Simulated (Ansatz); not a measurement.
**fluorite-structured EuSe2**

Computed with Ansatz (plane waves, PAW, 420 eV cutoff): PBEsol, scalar-relativistic, collinear spin, Γ-centred 8×8×8 mesh, 0.05 eV Gaussian smearing. The datasets are Ansatz's generated set soft_2.

```
Eu Se
1.0
     0.00000    3.42741    3.42741
     3.42741    0.00000    3.42741
     3.42741    3.42741    0.00000
Eu Se
1 2
Direct
  0.00000 0.00000 0.00000
  0.25000 0.25000 0.25000
  0.75000 0.75000 0.75000
```

The structure was built from a prototype; whether the compound forms in it isn't claimed.

Magnetic state: ferromagnetic, site spin moments Eu 6.42; Se -0.10 μB.

The cell above was scaled in volume, its shape and atoms being fixed by the lattice's symmetry. Energies are counted from the cell above.

```json
{"V (Å³/atom)": "25.768", "ΔE (meV/atom)": "7.39", "P from the stress (GPa)": "2.31"}
{"V (Å³/atom)": "26.305", "ΔE (meV/atom)": "1.76", "P from the stress (GPa)": "1.09"}
{"V (Å³/atom)": "26.841", "ΔE (meV/atom)": "0.00", "P from the stress (GPa)": "0.00"}
{"V (Å³/atom)": "27.378", "ΔE (meV/atom)": "1.71", "P from the stress (GPa)": "-0.98"}
{"V (Å³/atom)": "27.915", "ΔE (meV/atom)": "6.53", "P from the stress (GPa)": "-1.85"}
```

Question: Do the energies and the pressures agree? Compare −ΔE/ΔV between neighbouring points (1 meV/Å³ = 0.1602 GPa) with the mean of their pressures.

Answer: 
```tsv
interval (Å³/atom)	−ΔE/ΔV (GPa)	mean P (GPa)
25.77 to 26.30	1.7	1.7
26.30 to 26.84	0.5	0.5
26.84 to 27.38	-0.5	-0.5
27.38 to 27.92	-1.4	-1.4
```
They differ by 0.02 GPa at most.

Question: What do the two routes give for V0, B0 and B0′?

Answer: A third-order Birch–Murnaghan fit of the energies: V0 = 26.84 Å³/atom, B0 = 52 GPa, B0′ = 4.4. A polynomial of P in ln V, with B = −dP/d ln V at P = 0: V0 = 26.84 Å³/atom, B0 = 52 GPa, B0′ = 4.4.

B0·V0 = 51.8 GPa × 26.84 Å³ = 8.67 eV/atom sets the scale: near the minimum ΔE ≈ ½ B0 V0 x², with x = V/V0 − 1, and a pressure of 0.5 GPa squeezes the volume by about 1 %. At the ends of the curve: x = −4.0 % predicts 6.9 meV/atom and the run gives 7.4; x = +4.0 % predicts 7.0 meV/atom and the run gives 6.5. The curve is steeper than the parabola on the compressed side and flatter on the expanded side: the bulk modulus rises with pressure.

Without a U the 4f levels of Eu lie too near the Fermi level, so their share of the states there, and what hangs on it, is overstated. For elements this heavy, spin–orbit coupling would shift levels and gaps; it isn't included here. The run wasn't fully tested for a lower electronic state. Site moments are of spin, integrated over atomic spheres. No antiparallel order was tried. The run is a metal.
